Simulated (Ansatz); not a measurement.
## Kick test of a cell of TiGe2W4

It was reached by relaxing an invented guess, and it needn't be the stable form of this composition.

Theory: DFT PBE, scalar-relativistic, plane waves, PAW in Ansatz 0.2.0. Cutoff 420 eV; k points 4×4×8 on the computed 14-atom cell (Γ-centred); Gaussian smearing, width 0.10 eV; no spin polarisation.

The cell below (14 atoms, space group P4_2/mnm (No. 136)) is relaxed within its symmetry.

```xyz
14
Lattice="7.3476 0.0000 0.0000 0.0000 7.3476 0.0000 0.0000 0.0000 4.3915" Properties=species:S:1:pos:R:3 pbc="T T T"
Ti    0.0000    0.0000    0.0000
Ti    3.6738    3.6738    2.1957
Ge    2.2538    5.0938    0.0000
Ge    5.0938    2.2538    0.0000
Ge    5.9276    5.9276    2.1957
Ge    1.4200    1.4200    2.1957
W     0.8326    4.6939    2.1957
W     2.6537    6.5150    2.1957
W     6.5150    2.6537    2.1957
W     4.6939    0.8326    2.1957
W     1.0201    2.8412    0.0000
W     6.3275    4.5064    0.0000
W     2.8412    1.0201    0.0000
W     4.5064    6.3275    0.0000
```

For the test it was strained at random (σ = 1.5 % a component), the atoms were moved at random (σ = 0.10 Å), and all was relaxed again on a coarse 6×4×4 mesh (in the run’s order of axes) with 0.20 eV smearing, with no symmetry imposed.

These runs have no spin–orbit coupling, which can matter for W.

Q: What happens?

A: It doesn't return. The energy falls by 18 meV/atom on that mesh, the volume changes by 1.2 %, and the end has space group Pnnm (No. 58) at a loose tolerance. Relaxed again on a 4×4×8 mesh with 0.10 eV smearing, the new structure lies 17 meV/atom below the first (mesh in the axes of the run's cell; the cell below is made exact in the group named). Space group Pnnm (No. 58), orthorhombic, a = 7.144 Å, b = 7.561 Å, c = 4.440 Å. Ti is surrounded by 2 W at 2.90 Å, 6 Ge at 3.03–3.16 Å, 2 W at 3.15 Å and 8 W at 3.52–3.61 Å; Ge has 6 W at 2.58–2.72 Å, 1 W at 2.93 Å and 3 Ti at 3.03–3.16 Å; around W on its first site lie 3 Ge at 2.59–2.72 Å, 4 W at 2.60–2.76 Å, 1 Ti at 2.90 Å, 1 Ge at 2.93 Å and 2 W at 3.10 Å; around W on its second site lie 4 W at 2.58–2.71 Å, 3 Ge at 2.58–2.61 Å, 2 W at 3.10 Å, 1 Ti at 3.15 Å and 2 Ti at 3.52 Å.

```xyz
14
Lattice="7.1439 0.0000 0.0000 0.0000 7.5612 0.0000 0.0000 0.0000 4.4396" Properties=species:S:1:pos:R:3 pbc="T T T"
Ti    3.5720    0.0000    2.2198
Ti    0.0000    3.7806    0.0000
Ge    5.5647    5.1105    2.2198
Ge    1.5793    2.4506    2.2198
Ge    5.1513    1.3300    0.0000
Ge    1.9927    6.2312    0.0000
W     6.2260    6.5332    0.0000
W     4.2027    4.9039    0.0000
W     0.9179    1.0280    0.0000
W     2.9412    2.6573    0.0000
W     0.6307    6.4378    2.2198
W     6.5132    1.1233    2.2198
W     2.6541    4.8085    2.2198
W     4.4899    2.7526    2.2198
```
